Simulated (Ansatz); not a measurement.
**CsOsC₃N₃: from a guess to a relaxed structure**

Level of theory: DFT PBE, scalar-relativistic, plane waves, PAW (Ansatz). Cutoff 420 eV, Gaussian smearing, Γ-centred meshes. Cell and atoms relax first on a coarse mesh and then on a converged one. In between, the cell is made exact in the group found at 0.06 Å. The steps can't lower the symmetry of their start. Collinear spin, starting moments Os 1.0 (×2) μB; they died out on the coarse mesh, so the last step has no spin.

Recipe of this trial structure of CsOsC₃N₃: cyanide-bridged rock-salt net of two metals, 2 guest cations a cell (Fm-3m, No. 225). Lengths were set from tabulated atomic sizes, so they are only a guess.

```
CELL_PARAMETERS angstrom
0.00000 5.05100 5.05100
5.05100 0.00000 5.05100
5.05100 5.05100 0.00000
ATOMIC_POSITIONS crystal
Cs 0.25000 0.25000 0.25000
Cs 0.75000 0.75000 0.75000
Os 0.00000 0.00000 0.00000
Os 0.50000 0.50000 0.50000
C 0.81231 0.18769 0.18769
C 0.18769 0.81231 0.18769
C 0.18769 0.18769 0.81231
C 0.18769 0.81231 0.81231
C 0.81231 0.18769 0.81231
C 0.81231 0.81231 0.18769
N 0.69650 0.30350 0.30350
N 0.30350 0.69650 0.30350
N 0.30350 0.30350 0.69650
N 0.30350 0.69650 0.69650
N 0.69650 0.30350 0.69650
N 0.69650 0.69650 0.30350
```

The zero of energy is the elements' standard structures at the same level (N₂ as a molecule); no fitted shifts are applied.

Question: Where does the relaxation end?

Answer: The symmetry stays Fm-3m (No. 225). The volume per atom grows by 10.6 %, from 16.1 to 17.8 Å³. The shortest distance goes from 1.17 Å (C–N) to 1.18 Å (C–N). The energy falls by about 0.10 eV/atom (the start's value is from the coarse mesh). Conventional cell: a = 10.447 Å. Around Cs lie 12 C at 3.74 Å and 12 N at 3.74 Å; around Os on its first site lie 6 C at 2.03 Å; around Os on its second site lie 6 N at 2.01 Å; C is surrounded by 1 N at 1.18 Å, 1 Os at 2.03 Å, 4 C at 2.87 Å, 1 Os at 3.19 Å and 4 Cs at 3.74 Å; N is surrounded by 1 C at 1.18 Å, 1 Os at 2.01 Å, 4 N at 2.85 Å, 1 Os at 3.21 Å and 4 Cs at 3.74 Å.

```cif
data_structure
_symmetry_space_group_name_H-M 'P 1'
_symmetry_Int_Tables_number 1
_cell_length_a 7.3875
_cell_length_b 7.3875
_cell_length_c 7.3875
_cell_angle_alpha 60.000
_cell_angle_beta 60.000
_cell_angle_gamma 60.000
_cell_volume 285.09
loop_
_atom_site_label
_atom_site_type_symbol
_atom_site_fract_x
_atom_site_fract_y
_atom_site_fract_z
_atom_site_occupancy
Cs1 Cs 0.25000 0.25000 0.25000 1
Cs2 Cs 0.75000 0.75000 0.75000 1
Os1 Os 0.00000 0.00000 0.00000 1
Os2 Os 0.50000 0.50000 0.50000 1
C1 C 0.80562 0.19438 0.19438 1
C2 C 0.19438 0.80562 0.19438 1
C3 C 0.19438 0.19438 0.80562 1
C4 C 0.19438 0.80562 0.80562 1
C5 C 0.80562 0.19438 0.80562 1
C6 C 0.80562 0.80562 0.19438 1
N1 N 0.69257 0.30743 0.30743 1
N2 N 0.30743 0.69257 0.30743 1
N3 N 0.30743 0.30743 0.69257 1
N4 N 0.30743 0.69257 0.69257 1
N5 N 0.69257 0.30743 0.69257 1
N6 N 0.69257 0.69257 0.30743 1
```

Question: Give its energy and gap.

Answer:

| Item | Value |
| --- | --- |
| Formation energy | −0.135 eV/atom |
| Gap on the 6×6×6 mesh of the 16-atom cell | 2.39 eV |

A negative formation energy is needed for stability but isn't enough: competing phases decide.

The last run used Gaussian smearing of 0.02 eV. These runs have no spin–orbit coupling, which can matter for Os. Kohn–Sham gaps at this level usually fall short of measured ones. The reference form of C is held partly by dispersion forces, which this level lacks. A later test with randomly moved atoms came back to the same energy, though modes that don't fit the test's cell weren't probed.
